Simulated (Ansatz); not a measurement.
A geometry of Ti away from equilibrium: step 4 of the relaxation of a relaxed Ti cell shaken by Gaussian noise of σ = 0.08 Å a coordinate. Computed with PBEsol (plane waves to 420 eV, PAW, scalar-relativistic; Ansatz, a program for electronic structure). Γ-centred k-mesh 7×7×7 on the run's cell (coarser than for final values), Fermi–Dirac smearing 0.05 eV.

```xyz
8
Lattice="-3.1964 3.2097 3.2239 3.2131 -3.2124 3.2432 3.2001 3.2161 -3.2265" Properties=species:S:1:pos:R:3 pbc="T T T"
Ti     1.4590     1.4491     1.7780
Ti    -1.4313     1.6979     1.7515
Ti     1.7718     1.4434    -1.7721
Ti     1.4567    -1.5168     1.4772
Ti     3.1035     3.3307     3.0812
Ti     0.1539     3.0282    -0.1667
Ti     0.1394     3.3239     3.3926
Ti    -0.1216    -0.1866     3.3935
```

**Question.** Predict the force on each atom, in eV/Å.

**Answer.** 
```tsv
atom	Fx	Fy	Fz
Ti1	0.08	0.07	-0.08
Ti2	-0.07	-0.08	-0.04
Ti3	-0.09	0.09	0.08
Ti4	0.08	-0.07	0.05
Ti5	0.09	-0.11	0.07
Ti6	-0.15	0.10	0.09
Ti7	-0.07	-0.09	-0.08
Ti8	0.14	0.10	-0.09
```

**Question.** What is the pressure?

**Answer.** +0.2 GPa, compression positive.

**Question.** How far above the relaxed end point is this geometry?

**Answer.** 0.06 eV/atom; the path ends in P6₃/mmc (No. 194) (hcp (Mg type)).

No spin polarisation in the result.

Of the parent cell (I-43d (No. 220)): it is a generated cell of Ti: the first start was made by placing the elements on the sites of a structure type, and the end was not matched to a known phase here, so it may be hypothetical. Known forms of Ti include space group No. 194.
